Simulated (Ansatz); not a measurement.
Relaxed-ion elastic tensor of Rh (dhcp (α-La type), P6_3/mmc) in GPa (Voigt order), plane-wave PAW LDA (Ansatz code); density 12.90 g/cm³, 13.24 Å³ per atom.

```csv
,1,2,3,4,5,6
1,552,203,189,0.0,0.0,0.0
2,203,552,189,0.0,0.0,0.0
3,189,189,580,0.0,0.0,0.0
4,0.0,0.0,0.0,132,0.0,0.0
5,0.0,0.0,0.0,0.0,132,0.0
6,0.0,0.0,0.0,0.0,0.0,174
```

Question: Is the crystal mechanically stable?

Answer: Yes: the smallest eigenvalue of C is 132 GPa.

Question: Work out the Voigt, Reuss and Hill averages.

Answer: K_V = 316, K_R = 316, K_H = 316; G_V = 161, G_R = 157, G_H = 159 GPa.

Question: Give Young's modulus, Poisson's ratio, Pugh's ratio and the universal anisotropy index.

Answer: E = 9KG/(3K + G) = 408 GPa; ν = 0.28; K/G = 1.99 (ductile by the Pugh limit of 1.75); A_U = 5G_V/G_R + K_V/K_R − 6 = 0.13.

Question: Estimate the sound speeds and the Debye temperature.

Answer: v_l = √((K + 4G/3)/ρ) = 6400 m/s, v_t = √(G/ρ) = 3510 m/s, mean 3910 m/s; Θ = (h/k)(3n/4πV)^(1/3) v_m = 492 K.

Question: How much does each axis shrink under pressure?

Answer: Linear compressibilities β_i = Σ_j S_ij (j = 1 to 3): x 1.1, y 1.1, z 1.0 per TPa.

The first step of the workflow began from a Materials Project structure, measured or hypothetical; the Crystallography Open Database copy checked does not list it. It is not the phase usual at ambient conditions (space group No. 225). The LDA relaxation kept the symmetry of its start; its stability against distortions is not shown here. The run is not spin-polarised. As this level gives no gap, shear constants depend on the k-mesh and smearing (Fermi–Dirac, 0.1 eV here). On the denser mesh and wider smearing of the elastic run this cell carries a stress of 0.6 GPa.

Potentials: the later of the program's two PAW sets.
